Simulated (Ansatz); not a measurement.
Phases of Li at 8 GPa

Structure types of Li are relaxed in primitive cells with their symmetry kept at 8 GPa, first on PAW files, then by LAPW. The enthalpy is E + pV at zero temperature, without zero-point motion. Only the types listed were tried, and differences under about 5 meV/atom are mesh noise. The real phase may be another.

Level of theory: DFT with PBEsol, scalar-relativistic, in Ansatz 0.2.0; Fermi–Dirac smearing of 0.05 eV, no spin polarisation. LAPW: all electrons, basis error target 0.5 meV/atom; PAW: frozen-core files, cutoff 420 eV.

k meshes: fcc 17×17×17, bcc 18×18×18, hcp 16×16×9, omega 8×8×12, diamond 13×13×13, sc 15×15×15.

The PAW files were made under PBE.

```tsv
start type	ends as	a, b, c (Å)	V (Å³/atom)	H − H(lowest), LAPW (meV/atom)
fcc	fcc, Fm-3m	3.864, 3.864, 3.864	14.42	3.4
bcc	bcc, Im-3m	3.072, 3.072, 3.072	14.49	5.1
hcp	hcp, P6_3/mmc	2.727, 2.727, 4.484	14.44	0.0
omega	omega, P6/mmm	4.412, 4.412, 2.573	14.45	?
diamond	diamond, Fd-3m	4.857, 4.857, 4.857	14.33	?
sc	sc, Pm-3m	2.417, 2.417, 2.417	14.12	116.1
```

**Question.** What belongs in the row "omega", column "H − H(lowest), LAPW (meV/atom)"?

**Answer.** 17.1.

**Question.** Fill in "H − H(lowest), LAPW (meV/atom)" for the row "diamond".

**Answer.** 578.8.
